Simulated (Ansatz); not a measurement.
Nb4AlC3:
```xyz
16
Lattice="3.1214 0.0000 0.0000 -1.5607 2.7032 0.0000 0.0000 0.0000 24.1297" Properties=species:S:1:pos:R:3 pbc="T T T"
Al     0.0000     1.8021     6.0324
Al     1.5607     0.9011    18.0973
Nb     0.0000     0.0000    20.3457
Nb     0.0000     0.0000     3.7840
Nb     0.0000     0.0000     8.2808
Nb     0.0000     0.0000    15.8489
Nb     1.5607     0.9011    22.8012
Nb     0.0000     1.8021     1.3285
Nb     0.0000     1.8021    10.7364
Nb     1.5607     0.9011    13.3933
C      0.0000     1.8021    21.5168
C      1.5607     0.9011     2.6130
C      1.5607     0.9011     9.4519
C      0.0000     1.8021    14.6778
C      0.0000     0.0000    12.0649
C      0.0000     0.0000     0.0000
```

Relaxed with PBEsol. Special points in fractions of this cell's reciprocal vectors: Γ (0.000, 0.000, 0.000); M (0.500, 0.000, 0.000); K (0.333, 0.333, 0.000); A (0.000, 0.000, 0.500); L (0.500, 0.000, 0.500); H (0.333, 0.333, 0.500).

**Question.** List the band energies nearest the Fermi level at these points for DFT-PBEsol in the program Ansatz with PAW potentials.

**Answer.** In eV from the Fermi level; about four levels below and three above (degenerate sets whole), none deeper than 8.9 eV; points with the same levels are listed once.

| k | below | above |
|---|---|---|
| Γ | -0.15 -0.15 -0.12 -0.12 | 0.46 0.46 0.48 0.48 |
| M | -1.67 -1.66 -1.00 -0.94 | 0.90 0.91 1.35 |
| K | -1.99 -1.97 -1.21 -1.21 | 0.71 0.71 0.75 |
| A | -0.14 -0.14 -0.14 -0.14 | 0.47 0.47 0.47 0.47 |
| L | -1.66 -1.66 -0.97 -0.97 | 0.91 0.91 1.37 1.37 |
| H | -1.98 -1.98 -1.21 -1.21 | 0.72 0.72 0.77 0.77 |

Space group P6_3/mmc. The first step of the workflow began from a Materials Project structure, measured or hypothetical; the Crystallography Open Database copy checked does not list it. Whether it is the stable phase at ambient conditions was not checked. The PBEsol relaxation kept the symmetry of its start; its stability against distortions is not shown here. No spin polarisation was allowed. Scalar-relativistic: spin–orbit coupling is off unless named, which matters more the heavier the elements.

Potentials: the later of the program's two PAW sets.
